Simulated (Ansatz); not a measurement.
The calculation used DFT PBE, scalar-relativistic, plane waves, PAW in Ansatz 0.2.0. All cells share a 420 eV cutoff and Γ-centred k meshes spaced at most about 0.3 Å⁻¹ (about 0.25 or finer for metals, 2π included). No spin polarisation in the final relaxations.

These are static total energies at zero pressure. All come from trial cells, and lower structures may exist.

Question: These unrelaxed guesses for InSb2As3 are each relaxed within their symmetry. Order them by the energy at which they end, lowest first.
A.

Space group P6/mmm (No. 191). a = 4.777 Å, b = 4.777 Å, c = 8.871 Å, α = 90.00°, β = 90.00°, γ = 120.00°
```csv
atom,site,symmetry,x,y,z
In,1b,6/mmm,0.0000,0.0000,0.5000
Sb,2c,-6m2,0.3333,0.6667,0.0000
As,3g,mmm,0.5000,0.0000,0.5000
```

B.

Space group Fd-3m:1 (No. 227). a = 10.750 Å, b = 10.750 Å, c = 10.750 Å, α = 90.00°, β = 90.00°, γ = 90.00°
```csv
atom,site,symmetry,x,y,z
In,8b,-43m,0.0000,0.0000,0.5000
Sb,16c,.-3m,0.1250,0.1250,0.1250
As,16d,.-3m,0.1250,0.6250,0.1250
As,8a,-43m,0.2500,0.2500,0.2500
```

C.

Space group P4mm (No. 99). a = 4.043 Å, b = 4.043 Å, c = 8.597 Å, α = 90.00°, β = 90.00°, γ = 90.00°
```tsv
atom	site	symmetry	x	y	z
In	1a	4mm	0.0000	0.0000	0.6217
Sb	1b	4mm	0.5000	0.5000	0.7365
Sb	1a	4mm	0.0000	0.0000	0.2649
As	2c	2mm.	0.5000	0.0000	0.9999
As	1b	4mm	0.5000	0.5000	0.3771
```

D.

Space group P4/mmm (No. 123). a = 4.854 Å, b = 4.854 Å, c = 7.296 Å, α = 90.00°, β = 90.00°, γ = 90.00°
```
atom  site  symmetry       x       y       z
  In    1a     4/mmm  0.0000  0.0000  0.0000
  Sb    2g       4mm  0.0000  0.0000  0.2728
  As    2e      mmm. 0.5000  0.0000  0.5000
  As    1c     4/mmm  0.5000  0.5000  0.0000
```

Answer: C (ends in P4mm, 0 meV/atom), A (ends in P6/mmm, 89 meV/atom), D (ends in P4/mmm, 116 meV/atom), B (ends in Fd-3m, 0.66 eV/atom). Even the lowest end lies +0.24 eV/atom against the elements.

No dispersion correction is applied, so the spacing and binding between layers, chains or molecules are poorly described (P4mm), and this can change margins and order among such cells. Spin–orbit coupling, which can matter for Sb, is left out. Cells relaxed within their symmetry can be saddle points. Some structure types and database cells were kept out of the candidates from the start, so a known form may be missing.
